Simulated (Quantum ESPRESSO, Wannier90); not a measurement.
# Tight-binding from DFT: Si$_{2}$Ni (Fm-3m)

```xyz
3
Lattice="0.0000 2.6932 2.6932 2.6932 0.0000 2.6932 2.6932 2.6932 0.0000" Properties=species:S:1:pos:R:3 pbc="T T T"
Si     1.3466     1.3466     1.3466
Si    -1.3466    -1.3466    -1.3466
Ni     0.0000     0.0000     0.0000
```

Cell from Materials Project (mp-2291), symmetrised, no further relaxation. COD (Crystallography Open Database) has an entry of this formula and space group (matched by these alone). Computed values, not measurements, from PBEsol: Quantum ESPRESSO (norm-conserving PseudoDojo potentials, cutoff 79 Ry, no spin polarisation, no spin-orbit coupling) on a Γ-centred 10×10×10 mesh, then Wannier90. Density: 10×10×10 mesh, cold smearing 0.01 Ry. A non-magnetic state is assumed; magnetic ones were not tried.

A tight-binding model is made by disentanglement and projection with no localisation steps (num_iter = 0), so the 17 orbitals stay atom-like: hydrogen-like Si: s;p; Ni: s;p;d, axes along x, y, z; frozen window up to 1.50 eV relative to the Fermi level. It follows pw.x to 5.3 meV rms for states up to 1.0 eV relative to the Fermi level. Matrix elements depend on this choice of orbitals and windows.

The 45 largest hoppings ⟨m,0|H|n,R⟩ between different sites (one of each Hermitian pair; signs follow the real orbitals' lobes; the list may end inside a set of equal values):

| m | n | R | distance of the centres (Å) | t (eV) |
|---|---|---|---|---|
| Si1 px | Si2 px | 0 1 1 | 2.69 | 2.436 |
| Si1 px | Si2 px | 1 0 0 | 2.69 | 2.436 |
| Si1 pz | Si2 pz | 0 0 1 | 2.69 | 2.436 |
| Si1 pz | Si2 pz | 1 1 0 | 2.69 | 2.436 |
| Si1 py | Si2 py | 0 1 0 | 2.69 | 2.436 |
| Si1 py | Si2 py | 1 0 1 | 2.69 | 2.436 |
| Ni3 py | Si2 s | 0 0 1 | 2.33 | -1.792 |
| Ni3 py | Si2 s | 0 1 0 | 2.33 | 1.792 |
| Ni3 px | Si1 s | 0 0 0 | 2.33 | -1.792 |
| Si1 s | Ni3 pz | 0 1 0 | 2.33 | 1.792 |
| Si1 s | Ni3 pz | 0 0 1 | 2.33 | -1.792 |
| Ni3 py | Si2 s | 0 0 0 | 2.33 | 1.792 |
| Si1 s | Ni3 px | 0 0 1 | 2.33 | 1.792 |
| Si1 s | Ni3 px | 1 0 0 | 2.33 | -1.792 |
| Si1 s | Ni3 px | 0 1 0 | 2.33 | 1.792 |
| Ni3 py | Si2 s | 1 0 0 | 2.33 | -1.792 |
| Ni3 pz | Si1 s | 0 0 0 | 2.33 | -1.792 |
| Ni3 px | Si2 s | 0 0 0 | 2.33 | 1.792 |
| Ni3 pz | Si2 s | 0 1 0 | 2.33 | -1.792 |
| Si1 s | Ni3 pz | 1 0 0 | 2.33 | 1.792 |
| Ni3 pz | Si2 s | 0 0 1 | 2.33 | 1.792 |
| Ni3 px | Si2 s | 1 0 0 | 2.33 | 1.792 |
| Si1 s | Ni3 py | 0 0 1 | 2.33 | 1.792 |
| Ni3 px | Si2 s | 0 0 1 | 2.33 | -1.792 |
| Ni3 px | Si2 s | 0 1 0 | 2.33 | -1.792 |
| Si1 s | Ni3 py | 0 1 0 | 2.33 | -1.792 |
| Ni3 pz | Si2 s | 0 0 0 | 2.33 | 1.792 |
| Ni3 pz | Si2 s | 1 0 0 | 2.33 | -1.792 |
| Ni3 py | Si1 s | 0 0 0 | 2.33 | -1.792 |
| Si1 s | Ni3 py | 1 0 0 | 2.33 | 1.792 |
| Si1 s | Ni3 s | 1 0 0 | 2.33 | -1.705 |
| Ni3 s | Si2 s | 1 0 0 | 2.33 | -1.705 |
| Ni3 s | Si1 s | 0 0 0 | 2.33 | -1.705 |
| Ni3 s | Si2 s | 0 0 0 | 2.33 | -1.705 |
| Si1 s | Ni3 s | 0 0 1 | 2.33 | -1.705 |
| Ni3 s | Si2 s | 0 0 1 | 2.33 | -1.705 |
| Si1 s | Ni3 s | 0 1 0 | 2.33 | -1.705 |
| Ni3 s | Si2 s | 0 1 0 | 2.33 | -1.705 |
| Si1 py | Si2 s | 0 1 0 | 2.69 | 1.355 |
| Si1 py | Si2 s | 1 0 1 | 2.69 | -1.355 |
| Si1 s | Si2 pz | 0 0 1 | 2.69 | -1.355 |
| Si1 s | Si2 pz | 1 1 0 | 2.69 | 1.355 |
| Si1 s | Si2 py | 0 1 0 | 2.69 | -1.355 |
| Si1 s | Si2 py | 1 0 1 | 2.69 | 1.355 |
| Si1 pz | Si2 s | 0 0 1 | 2.69 | 1.354 |
